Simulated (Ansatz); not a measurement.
TePb:
```
TePb
1.0
    0.00000     3.28425     3.28425
    3.28425     0.00000     3.28425
    3.28425     3.28425     0.00000
Te Pb
1 1
Cartesian
  0.00000   0.00000   0.00000
  3.28425   3.28425   3.28425
```

Relaxed with PBE. Special points in fractions of this cell's reciprocal vectors: Γ (0.000, 0.000, 0.000); X (0.500, 0.000, 0.500); U (0.625, 0.250, 0.625); K (0.375, 0.375, 0.750); L (0.500, 0.500, 0.500); W (0.500, 0.250, 0.750).

**Question.** List the band energies nearest the valence-band maximum at these points for PBE in the plane-wave PAW code Ansatz.

**Answer.** In eV from the valence-band maximum; about four levels below and three above (degenerate sets whole), none deeper than 8.9 eV; points with the same levels are listed once.

```
k                    below           above
-  -----------------------  --------------
Γ  -5.71 -1.16 -1.16 -1.16  4.02 4.02 4.02
X  -7.20 -4.12 -2.52 -2.52  3.51 5.30 5.30
U  -7.78 -3.76 -2.05 -1.88  3.53 3.73 5.22
L   -8.33 -0.74 -0.74 0.00  0.83 1.39 1.39
W  -7.80 -3.44 -3.44 -0.28  1.73 5.20 5.20
```

Space group Fm-3m (rock salt). The cell was relaxed with PBE under the symmetry of its start. Spin–orbit coupling is left out wherever it is not named.

Potentials: the later of the program's two PAW sets.
